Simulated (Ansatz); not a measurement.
## Stability checks on a candidate for Ti₅Al₆Ni

It was reached by relaxing an invented guess, and it needn't be the stable form of this composition.

The calculation used DFT PBE, scalar-relativistic, plane waves, PAW in Ansatz. Cutoff 420 eV, Γ-centred 14×14×2 mesh (12-atom cell), Gaussian smearing of 0.10 eV, no spin polarisation.

```xyz
12
Lattice="2.8306 0.0000 0.0000 0.0000 2.8306 0.0000 0.0000 0.0000 23.2737" Properties=species:S:1:pos:R:3 pbc="T T T"
Ti    0.0000    0.0000    3.4944
Ti    0.0000    0.0000    7.5633
Ti    0.0000    0.0000   11.6369
Ti    0.0000    0.0000   15.7104
Ti    0.0000    0.0000   19.7793
Al    1.4153    1.4153    1.4896
Al    1.4153    1.4153    5.5268
Al    1.4153    1.4153    9.5993
Al    1.4153    1.4153   13.6744
Al    1.4153    1.4153   17.7469
Al    1.4153    1.4153   21.7841
Ni    0.0000    0.0000    0.0000
```

The zero of energy is the elements' standard structures at the same level; no fitted shifts are applied.

Question: These tests were run: energy against the elements; random kick, then relaxation without symmetry; phonons at Γ. What do they show?

Answer:

```
                                         test                       result
                  energy against the elements                −0.45 eV/atom
random kick, then relaxation without symmetry                      returns
                                 phonons at Γ  lowest optical mode 71 cm⁻¹
```

It fails none of these tests. Whether a mixture of other phases lies lower isn't tested here. Phonons away from Γ weren't computed.

Trial moments died out on the coarse mesh, so the last step has no spin; another magnetic start might hold. The kick test ran on a coarse mesh. The run for the phonons used a 16×16×2 k mesh and Fermi–Dirac smearing of 0.15 eV.
